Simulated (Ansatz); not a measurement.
# Fields on a plane of Cu (fcc, Cu type)

```
Cu
1.0
    0.00000     1.81484     1.81484
    1.81484     0.00000     1.81484
    1.81484     1.81484     0.00000
Cu
1
Direct
  0.00000   0.00000   0.00000
```

The slice is a {100} plane (indices of the conventional cell) through the point (0.000, 0.000, 0.000) (fractional), spanned by u = [100] and v = [0 1 -1] in vectors of this cell: u (2.57 Å) and v (2.57 Å, at 90° to u). It covers one period; positions are fractions (u, v).

Atoms on it: Cu at (0.00, 0.00).

All values below come from PBE (plane waves to 420 eV, PAW, scalar-relativistic; Ansatz, a quantum-chemistry and plane-wave program). k mesh 22×22×22. Inside the PAW spheres the values are not all-electron values, and peaks at nuclei hang on which shells count as valence. Cu is run without spin polarisation. Cu was relaxed with its symmetry unable to fall.

```
v \ u  0.00  0.10  0.20  0.30  0.40  0.50  0.60  0.70  0.80  0.90
-----  ----  ----  ----  ----  ----  ----  ----  ----  ----  ----
0.90    1.6   1.3   0.7   0.0  -0.5  -0.6  -0.5   0.0   0.7   1.3
0.80    0.9   0.7   0.2  -0.3  -0.6  -0.7  -0.6  -0.3   0.2   0.7
0.70    0.1   0.0  -0.3  -0.6  -0.7  -0.8  -0.7  -0.6  -0.3   0.0
0.60   -0.4  -0.5  -0.6  -0.7  -0.8  -0.8  -0.8  -0.7  -0.6  -0.5
0.50   -0.6  -0.6  -0.7  -0.8  -0.8  -0.9  -0.8  -0.8  -0.7  -0.6
0.40   -0.4  -0.5  -0.6  -0.7  -0.8  -0.8  -0.8  -0.7  -0.6  -0.5
0.30    0.1   0.0  -0.3  -0.6  -0.7  -0.8  -0.7  -0.6  -0.3   0.0
0.20    0.9   0.7   0.2  -0.3  -0.6  -0.7  -0.6  -0.3   0.2   0.7
0.10    1.6   1.3   0.7   0.0  -0.5  -0.6  -0.5   0.0   0.7   1.3
0.00    1.8   1.6   0.9   0.1  -0.4  -0.6  -0.4   0.1   0.9   1.6
```

Values: log₁₀ of the valence density in e/Å³. The scale is logarithmic, as a density can span decades between atoms and voids.

```
|xxxxxxxx99331100002233220000113399xxxxxx|
|xxxxxxxx66331100002233220000113366xxxxxx|
|xxxxxx884422000000224422000000224488xxxx|
|9988664422110000113344331100001122446688|
|4433332211000000223344332200000011223333|
|1111110000000011224444442211000000001111|
|0000000000001122334444443322110000000000|
|0000000011222233444444444433222211000000|
|2222222233334444444444444444443333222222|
|3333334444444444444444444444444444443333|
|2222222233334444444444444444443333222222|
|0000000011222233444444444433222211000000|
|0000000000001122334444443322110000000000|
|1111110000000011224444442211000000001111|
|4433332211000000223344332200000011223333|
|9988664422110000113344331100001122446688|
|xxxxxx884422000000224422000000224488xxxx|
|xxxxxxxx66331100002233220000113366xxxxxx|
|xxxxxxxx99331100002233220000113399xxxxxx|
|xxxxxxxx99441100002233220000114499xxxxxx|
```
Scale: ten equal steps from 0.16 (start of '0') to 0.34 (end of '9'), in the order '0123456789'. Values: electron localisation function (ELF). The map has 20 points along u (two characters each, u = 0 at the left) and 20 along v (v = 0 in the bottom row). Points within 0.5 Å of a nucleus are blanked (x), as the pseudised field means little there.

The density on the Cu–Cu line (2.57 Å) at its midpoint comes out as 0.26 e/Å³. The ELF at that point is 0.22.
